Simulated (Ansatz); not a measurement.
Cu3Pt (Cu3Au type), conventional cell a = b = c = 3.684 Å, α = β = γ = 90.00°. The calculation uses the primitive cell of 4 atoms, to which meshes and values per cell refer.

The relaxed cell is deformed in two ways at once: its volume V is scaled, and at that volume it is stretched along z (the c axis of the conventional cell) so that c/a changes. Fractional atomic positions are held.

Calculation: r2SCAN (plane waves to 500 eV, PAW, scalar-relativistic; Ansatz, a first-principles code). k mesh 13×13×13 (Γ-centred), Fermi-Dirac smearing 0.05 eV. The energy includes the smearing's −TS. With partly filled bands, the response to shear is sensitive to the k mesh, so small differences along c/a are uncertain. Cu3Pt is run without spin polarisation. Cu3Pt was relaxed with its symmetry unable to fall. Spin-orbit coupling is left out, though Pt is heavy. The last digit holds for this mesh only.

Changes of ΔE (eV/atom) from the point V/V₀ = 1.000, (c/a)/(c/a)₀ = 1.000 when one coordinate moves alone (two changes are said to add if the coupling is within 5 % of the smaller one, nearly so within 20 %):

| point | change |
|---|---|
| V/V₀ = 1.000, (c/a)/(c/a)₀ = 0.920 | 0.0097 |
| V/V₀ = 1.000, (c/a)/(c/a)₀ = 0.960 | 0.0025 |
| V/V₀ = 0.920, (c/a)/(c/a)₀ = 1.000 | 0.0561 |
| V/V₀ = 0.960, (c/a)/(c/a)₀ = 1.000 | 0.0129 |
| V/V₀ = 1.040, (c/a)/(c/a)₀ = 1.000 | 0.0109 |
| V/V₀ = 1.080, (c/a)/(c/a)₀ = 1.000 | 0.0403 |
| V/V₀ = 1.000, (c/a)/(c/a)₀ = 1.040 | 0.0028 |
| V/V₀ = 1.000, (c/a)/(c/a)₀ = 1.080 | 0.0120 |

Q: What is the change at V/V₀ = 0.920, (c/a)/(c/a)₀ = 1.080, where both move, and how far is it from the sum?

A: The sum of the single changes is 0.0561 + (0.0120) = 0.0681; the calculation gives 0.0700, so the coupling contributes 0.0019 (under 20 % of the smaller single change, nearly additive).

(Under strain, the slope of the energy per volume gives the stress and its curvature an elastic modulus.)
